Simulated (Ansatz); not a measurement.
# Computed properties of CsNb$_{6}$S$_{8}$

CsNb₆S₈:
```yaml
crystal:
  lattice:
    - [9.64723, 0.00000, 0.00000]
    - [-4.82361, 8.35474, 0.00000]
    - [0.00000, 0.00000, 3.36609]
  atoms:
    - { symbol: Cs, position: [0.00000, 0.00000, 0.00000] }
    - { symbol: Nb, position: [0.48636, 0.37324, 0.24891] }
    - { symbol: Nb, position: [0.51364, 0.62676, 0.75109] }
    - { symbol: Nb, position: [0.62676, 0.11312, 0.24891] }
    - { symbol: Nb, position: [0.37324, 0.88688, 0.75109] }
    - { symbol: Nb, position: [0.88688, 0.51364, 0.24891] }
    - { symbol: Nb, position: [0.11312, 0.48636, 0.75109] }
    - { symbol: S, position: [0.33333, 0.66667, 0.25097] }
    - { symbol: S, position: [0.66667, 0.33333, 0.74903] }
    - { symbol: S, position: [0.35064, 0.05984, 0.25335] }
    - { symbol: S, position: [0.64936, 0.94016, 0.74665] }
    - { symbol: S, position: [0.94016, 0.29079, 0.25335] }
    - { symbol: S, position: [0.05984, 0.70921, 0.74665] }
    - { symbol: S, position: [0.70921, 0.64936, 0.25335] }
    - { symbol: S, position: [0.29079, 0.35064, 0.74665] }
```

Space group P-3 (No. 147); conventional cell a = 9.647 Å, b = 9.647 Å, c = 3.366 Å, α = 90.00°, β = 90.00°, γ = 120.00°.

Method: plane-wave PAW PBEsol (Ansatz code). Structure relaxed to zero pressure with the same functional. Other levels are named where they apply.

**Cell and energy**

* **Volume per atom**: 18.09 Å³
* **Density**: 5.80 g/cm³
* **Formation energy from the elements (no fitted shifts)**: -1.28 eV/atom

**Electronic structure**

* **Electronic character**: metallic (no gap)
* **Density of states at the Fermi level**: 0.19 states/eV per atom (mean over ±0.08 eV)
* **Gap with spin–orbit coupling**: none (metallic)

**Mechanics**

Bulk modulus (Birch–Murnaghan fit): 1110 kbar
Pressure derivative B′: 5.3

**Charges**

* **Bader charges**: Cs +0.78, Nb +1.29, S -1.17 to -1.03 e

The first step of the workflow began from a Materials Project structure, measured or hypothetical; the Crystallography Open Database copy checked does not list it. Its standing as an ambient phase is unchecked. The cell was relaxed with PBEsol under the symmetry of its start; its stability against distortions is not shown here. The run is not spin-polarised. With an odd number of electrons in the cell and no spin polarisation, the count alone makes it a metal. The references are the lowest solids computed at this level, not always the standard phases. Spin–orbit coupling is left out wherever it is not named.

Potentials: the later of the program's two PAW sets.
